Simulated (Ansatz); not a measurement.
Level of theory: DFT PBE, scalar-relativistic, plane waves, PAW in Ansatz. Plane waves to 420 eV, an 8×10×4 mesh through Γ for the 8-atom cell and 0.02 eV Gaussian smearing; no spin polarisation.

Formation energies are uncorrected and count from the elements' standard states at the same level.

Task: Find a candidate monoclinic semiconductor that holds Se and 2 more elements, with a gap near 0.6 eV, a formation energy near −0.44 eV/atom and a density near 5.2 g/cm³, in a cell of 8 atoms. Its symmetry should be Pm (No. 6).

Result: Sn₄SeS₃, space group Pm (No. 6). Sn on its first site is surrounded by 3 S at 2.63–2.74 Å; Sn on its second site has 3 S at 2.63–2.76 Å and 2 S at 3.27 Å; Se is surrounded by 3 Sn at 2.77–2.88 Å and 2 Sn at 3.11 Å; around S on its first site lie 3 Sn at 2.63–2.73 Å; 4 more sites not described.

```
CELL_PARAMETERS angstrom
4.32138 0.00000 0.00000
0.00000 4.12986 0.00000
-0.45919 0.00000 11.73764
ATOMIC_POSITIONS crystal
Sn 0.98447 0.50000 0.00310
Sn 0.31467 0.00000 0.75489
Sn 0.35778 0.50000 0.49356
Sn 0.77999 0.00000 0.24292
Se 0.89208 0.00000 0.47686
S 0.37718 0.50000 0.27007
S 0.39431 0.00000 0.97807
S 0.89951 0.50000 0.78052
```

| Quantity | Value |
| --- | --- |
| Volume per atom | 26.2 Å³ |
| Density | 5.2 g/cm³ |
| Energy over the elements | −0.436 eV/atom |
| Gap on the 8×10×4 mesh of the 8-atom cell | 0.62 eV |

It was reached by relaxing an invented guess, and it needn't be the stable form of this composition. The answer needn't be unique; the calculation gave this one.

No dispersion correction is applied, so the spacing and binding between layers, chains or molecules are poorly described. Kohn–Sham gaps at this level usually fall short of measured ones. The reference forms of S and Se are held partly by dispersion forces, which this level lacks. This cell was reached by moving the atoms of another relaxed cell at random and relaxing again, last within the group found; it had no such test of its own.
